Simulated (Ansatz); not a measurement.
WO: magnetovolume behaviour

The calculation used Ansatz 0.2.0, DFT PBE+U, scalar-relativistic, plane waves, PAW.

```cif
data_structure
_symmetry_space_group_name_H-M 'P 1'
_symmetry_Int_Tables_number 1
_cell_length_a 3.4123
_cell_length_b 3.4123
_cell_length_c 3.4123
_cell_angle_alpha 60.000
_cell_angle_beta 60.000
_cell_angle_gamma 60.000
_cell_volume 28.10
loop_
_atom_site_label
_atom_site_type_symbol
_atom_site_fract_x
_atom_site_fract_y
_atom_site_fract_z
_atom_site_occupancy
W1 W 0.00000 0.00000 0.00000 1
O1 O 0.25000 0.25000 0.25000 1
```

The plane-wave cutoff is 420 eV. The Γ-centred k-mesh is 10×10×10 and the occupation rule is Gaussian smearing, 0.02 eV. The U_eff on Löwdin-orthogonalised atomic d orbitals is W 6.2 eV and the list of starting moments (μB, in atom order) is 1 0. The check for lower electronic states after the SCF is on.

The cell is scaled evenly at fixed fractional positions, V₀ being the volume of the cell shown; start: ferromagnetic. The states are those that the runs reached from these starts; a lower one can exist. Energies are extrapolated to zero smearing.

Site moments are spin moments in atom-centred spheres that scale with the neighbour distance.

| V/V₀ | E above lowest (meV/atom) | P (GPa) | cell moment (μB) | site moments (μB) |
| --- | --- | --- | --- | --- |
| 0.800 | ? | ? | ? | ? |
| 0.860 | 218.2 | 40.9 | 2.00 | W +0.90, O +0.06 |
| 0.920 | 62.9 | 19.4 | 2.00 | W +0.96 |
| 0.960 | 14.5 | 8.6 | 2.00 | W +0.99 |
| 1.000 | 0.0 | 0.0 | 2.00 | W +1.03 |
| 1.040 | ? | ? | ? | ? |
| 1.100 | 70.3 | -14.6 | 2.00 | W +1.11 |
| 1.180 | 182.5 | -13.4 | 2.08 | W +1.25 |

(1) Fill in the withheld rows.

Results:

(1) The withheld rows:

```json
{"V/V₀": "0.800", "E above lowest (meV/atom)": "508.7", "P (GPa)": "71.3", "cell moment (μB)": "2.00", "site moments (μB)": "W +0.84, O +0.09"}
{"V/V₀": "1.040", "E above lowest (meV/atom)": "12.5", "P (GPa)": "-6.9", "cell moment (μB)": "2.00", "site moments (μB)": "W +1.06"}
```

Cost: 8 runs of about 6.9 core-minutes in all, on AMD EPYC 7R43 (Zen 3) (shared hosts).